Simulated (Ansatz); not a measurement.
Ansatz (a first-principles code) input:

Ansatz 0.2 input:
```yaml
crystal:
  lattice:
    - [0.0, 2.144311088, 2.144311088]
    - [2.144311088, 0.0, 2.144311088]
    - [2.144311088, 2.144311088, 0.0]
  atoms:
    - { symbol: Li, position: [0.0, 0.0, 0.0] }
    - { symbol: F, position: [0.25, 0.25, 0.25] }
kpoints:
  mp_grid: { grid: [10, 10, 10] }
hamiltonian:
  xc: r2scan
  pseudopotentials: { azcp: { folder: ./paw }, kind: paw }
scf:
  occupations: { method: fixed }
output:
  optics: { e_range: [0.0, 15.0], de: 0.05, sigma: 0.1, bands: { spectra_wanted_up_to: 12 eV } }
```

Output (shortened):

```
output.optics: the spectra are integrated over the Brillouin zone by k·p interpolation around the k-points, where levels, occupations, output.optics.sigma and …
Pseudopotential: Li, paw, valence charge 3
Pseudopotential: F, paw, valence charge 7
Functional definition: r2SCAN
Crystal: 2 atoms, lattice volume = 19.719 Å³
Basis set: ecut = 500 eV, 531 PW (Γ), exchange–correlation on 96×96×96 points (64 copies of the dense FFT grid, shifted against one another)
Bands: 9, of which v1, the nominal top of the filled ones, is band 5 counted from 1 (4 counted from 0)
Symmetry: 24 space group operations
Space group: F-43m (ITA 216), of the structure as read, at distance tolerance 2.7e-5 Å
k-points: 47 of 1000 (time reversal used)
SCF iter   1: F=—  HF=-1017.916996 eV  |F-HF|=—  |Δ(HF+E_count)|=         —  Δρ=5.96e-2  dr2=4.64e-1  dr2_τ=3.43e-2  ethr=3.10e-3  ⟨swp⟩=4.0  Hψ=2536  notcnv=0  defer=72
preconditioner: auto → none
SCF iter   2: F=—  HF=-1018.173551 eV  |F-HF|=—  |Δ(HF+E_count)|=   2.57e-1  Δρ=2.87e-2  dr2=1.01e-1  dr2_τ=4.29e-3  ethr=3.10e-3  ⟨swp⟩=2.0  Hψ=960  notcnv=0  defer=27
SCF iter   3: F=—  HF=-1018.254298 eV  |F-HF|=—  |Δ(HF+E_count)|=   8.07e-2  Δρ=1.52e-2  dr2=2.79e-2  dr2_τ=1.77e-3  ethr=1.01e-3  ⟨swp⟩=2.9  Hψ=784  notcnv=0  defer=63
SCF iter   4: F=—  HF=-1018.246670 eV  |F-HF|=—  |Δ(HF+E_count)|=   7.63e-3  Δρ=1.23e-3  dr2=2.70e-4  dr2_τ=1.75e-5  ethr=2.79e-4  ⟨swp⟩=2.4  Hψ=667  notcnv=0  defer=90
SCF iter   5: F=—  HF=-1018.246771 eV  |F-HF|=—  |Δ(HF+E_count)|=   1.00e-4  Δρ=9.62e-4  dr2=1.06e-4  dr2_τ=9.45e-6  ethr=2.70e-6  ⟨swp⟩=2.0  Hψ=756  notcnv=0  defer=90
SCF iter   6: F=—  HF=-1018.246746 eV  |F-HF|=—  |Δ(HF+E_count)|=   2.51e-5  Δρ=2.38e-4  dr2=6.48e-6  dr2_τ=4.52e-7  ethr=1.06e-6  ⟨swp⟩=3.0  Hψ=706  notcnv=0  defer=79
SCF iter   7: F=—  HF=-1018.246740 eV  |F-HF|=—  |Δ(HF+E_count)|=   5.19e-6  Δρ=2.36e-5  dr2=6.14e-8  dr2_τ=4.73e-9  ethr=6.48e-8  ⟨swp⟩=2.3  Hψ=590  notcnv=0
SCF iter   8: F=—  HF=-1018.246741 eV  |F-HF|=—  |Δ(HF+E_count)|=   9.23e-7  Δρ=1.31e-6  dr2=1.69e-10  dr2_τ=1.36e-11  ethr=6.14e-10  ⟨swp⟩=2.3  Hψ=585  notcnv=0
SCF iter   9: F=-1018.246741 eV  HF=-1018.246741 eV  |F-HF|=0.00e0  |Δ(HF+E_count)|=  5.97e-11  Δρ=6.25e-8  dr2=2.70e-13  dr2_τ=3.58e-14  ethr=1.00e-12  ⟨swp⟩=3.3  Hψ=1180  notcnv=0
SCF 1 converged in 9 iterations: F = -1018.246741 eV  dr2 = 2.70e-13
NSCF: frozen V_eff on 47 k-points
Optics k sum: 0 of 47 k-points
Optics k sum: 3 of 47 k-points
Optics k sum: 5 of 47 k-points
Optics k sum: 8 of 47 k-points
Optics k sum: 10 of 47 k-points
Optics k sum: 12 of 47 k-points
Optics k sum: 15 of 47 k-points
Optics k sum: 17 of 47 k-points
Optics k sum: 19 of 47 k-points
Optics k sum: 22 of 47 k-points
Optics k sum: 24 of 47 k-points
Optics k sum: 26 of 47 k-points
Optics k sum: 29 of 47 k-points
Optics k sum: 31 of 47 k-points
Optics k sum: 33 of 47 k-points
Optics k sum: 36 of 47 k-points
Optics k sum: 38 of 47 k-points
Optics k sum: 40 of 47 k-points
Optics k sum: 43 of 47 k-points
Optics k sum: 45 of 47 k-points
Optics k sum: 47 of 47 k-points
Optics k sum: 0 of 47 k-points
Optics k sum: 3 of 47 k-points
Optics k sum: 5 of 47 k-points
Optics k sum: 8 of 47 k-points
Optics k sum: 10 of 47 k-points
Optics k sum: 12 of 47 k-points
Optics k sum: 15 of 47 k-points
Optics k sum: 17 of 47 k-points
Optics k sum: 19 of 47 k-points
Optics k sum: 22 of 47 k-points
Optics k sum: 24 of 47 k-points
Optics k sum: 26 of 47 k-points
Optics k sum: 29 of 47 k-points
Optics k sum: 31 of 47 k-points
Optics k sum: 33 of 47 k-points
Optics k sum: 36 of 47 k-points
Optics k sum: 38 of 47 k-points
Optics k sum: 40 of 47 k-points
Optics k sum: 43 of 47 k-points
Optics k sum: 45 of 47 k-points
Optics k sum: 47 of 47 k-points
NSCF: frozen V_eff on 1 k-points
NSCF: frozen V_eff on 1 k-points
output.optics: what the bands over the 10 summed would add to eps1, eps2 and the energy-loss function is held between a lower and an upper bound (8 Lanczos …
SCF converged after 9 iterations
Free energy (F): -1018.246741 eV
Harris-Foulkes:  -1018.246741 eV  (|F-HF|=0.00e0)
Internal energy: -1018.246741 eV  (E = F + TS)
E sigma→0 (E₀):  -1018.246741 eV
Fermi energy:    -1.529870 eV
--- Per-component energies (eV) ---
  E_band       = -143.246619
  E_kinetic    = 217.659251
  E_local      = -749.265416  (includes V_loc(G=0)·N_el)
  E_nonlocal   = 67.366249
  E_hartree    = 267.899408
  E_xc         = -86.221431
  E_vxc        = -126.504574  (∫ρ·V_xc dr)
  E_paw        = -232.674034  (= ΣΔE_a)
  E_vpaw       = -97.671466  (= ΣTr[D̂ρ^β])
  E_aug_tail   = 0.000519  (compensation charges beyond the density's cutoff)
  E_vtau       = 9.369988  (kinetic-family band-sum trace: ∫τ·v_τ [+ j·A + Jᵃ·Aᵃ] dr)
  E_ewald      = -502.979895
  E_core_change = -0.031392  (= ΣΔE_core)
  E_smearing   =  0.000000  (= −TS)
  E_closure    = 0.000000  (closes the sum)
  Σ components = -1018.246741   (vs F -1018.246741, Δ=0.00e0)
  [band-id]    e_kinetic+e_local+e_nonlocal+2·e_hartree+e_vxc+e_vpaw+e_augmentation_tail+e_vtau = -143.246633   (vs E_band -143.246619, Δ=-1.36e-5)
--- Band table (eV; the first three rows and the last of 47) ---
  k-point 0: bands = ["-42.8025", "-21.9996", "-1.5299", "-1.5299", "-1.5299", "7.1441", "19.4062", "19.4062", "19.4062"]
  k-point 1: bands = ["-42.7988", "-21.9836", "-1.7490", "-1.5554", "-1.5554", "7.4359", "19.1319", "19.4612", "19.4612"]
  k-point 2: bands = ["-42.7889", "-21.9410", "-2.2859", "-1.6213", "-1.6213", "8.2333", "18.1711", "19.4913", "19.4913"]
  k-point 46: bands = ["-42.7503", "-21.7685", "-2.9764", "-2.4703", "-2.3080", "11.1871", "15.1732", "16.7775", "20.0386"]
```

Cost: roughly 13 core-seconds on shared cores.

The start of the workflow was typed in or built on a structure type; neither database checked (COD, Materials Project) lists it. It is not the phase usual at ambient conditions (space group No. 225). The r²SCAN relaxation kept the symmetry of its start; its stability against distortions is not shown here.

Potentials: the earlier of the program's two PAW sets.

Ansatz is a plane-wave DFT program.
